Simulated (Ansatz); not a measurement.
MgO:
```
MgO
1.0
    0.00000     2.07963     2.07963
    2.07963     0.00000     2.07963
    2.07963     2.07963     0.00000
Mg O
1 1
Direct
  0.50000   0.50000   0.50000
  0.00000   0.00000   0.00000
```

This is the LDA-relaxed structure.

Problem. All from plane-wave PAW LDA (Ansatz code), unless another level is named. Give the formation energy from the elements (no fitted shifts).

Solution. -2.91 eV/atom.

Problem. Next, the band gap?

Solution. 5.03 eV (direct).

Problem. And the weight of the conduction-edge state by species (Voronoi cells)?

Solution. O 51 %, Mg 49 %.

Problem. What about the weight of the valence-edge state by species (Voronoi cells)?

Solution. O 94 %, Mg 6 %.

Space group Fm-3m (rock salt). The cell was relaxed with LDA under the symmetry of its start; phonons on a q-mesh show no instability. The volume moved by -42 % from the start of the relaxation. The references are the lowest solids computed at this level, not always the standard phases (solids in place of the gases).

Potentials: the later of the program's two PAW sets.
